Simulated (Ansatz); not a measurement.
TaRu (rock salt, Fm-3m) at seven volumes, the program Ansatz at the PBEsol level (PAW), scaled uniformly. One row is withheld.

```tsv
V (Å³/atom)	P (GPa)
15.513	25.25
16.025	15.45
16.536	7.11
17.048	0.00
17.559	?
18.071	-11.22
18.582	-15.61
```

Fit the shown pressures and predict the withheld one.

P = (3/2)B₀(x^(7/2) − x^(5/2))[1 + (3/4)(B′ − 4)(x − 1)] with x = (V₀/V)^(2/3). Least squares on the six rows gives V₀ = 17.048 Å³/atom, B₀ = 218 GPa, B′ = 4.32. At V = 17.559, x = 0.9805 and P = -6.04 GPa. The run itself gave -6.06 GPa.

The start of the workflow was typed in or built on a structure type; neither database checked (COD, Materials Project) lists it. COD files the formula under space group No. 123, 221, so this cell is another polymorph or a model. Its standing as an ambient phase is unchecked. The cell was relaxed with PBEsol under the symmetry of its start. At this level the phase is mechanically unstable. The run is not spin-polarised. Its formation energy is positive at this level, so the cell may be metastable or incomplete. Spin–orbit coupling is left out wherever it is not named.

Potentials: the later of the program's two PAW sets.
